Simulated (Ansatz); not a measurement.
Polymorphs of CoMo, each relaxed with PBE (plane waves, PAW; program Ansatz):

A: L1₀ or tetragonal B2 (P4/mmm)
a = b = 2.6421 Å, c = 3.7064 Å, α = β = γ = 90.00°

```
atom  site  symmetry       x       y       z
----  ----  --------  ------  ------  ------
Co      1a     4/mmm  0.0000  0.0000  0.0000
Mo      1d     4/mmm  0.5000  0.5000  0.5000
```

B: rock salt (Fm-3m)
a = b = c = 4.858 Å, α = β = γ = 90.00°

| atom | site | symmetry | x | y | z |
|---|---|---|---|---|---|
| Co | 4a | m-3m | 0.0000 | 0.0000 | 0.0000 |
| Mo | 4b | m-3m | 0.5000 | 0.5000 | 0.5000 |

Question: Rank these by energy per atom at 0 K (lowest first), as PBE gives it.

Answer: A (+0 meV/atom), B (+753 meV/atom)

Typed or built starts, not in the databases checked: A; B. Began spin-polarised and lost the moments: A; B. All cells were relaxed under the symmetry of their starts (and spin orders); stability against distortions was not tested throughout. Spin–orbit coupling is left out wherever it is not named.

Energies hold the estimated change up to a 700 eV cutoff; steps of a few meV lie near the error of the meshes.

Potentials: the later of the program's two PAW sets.
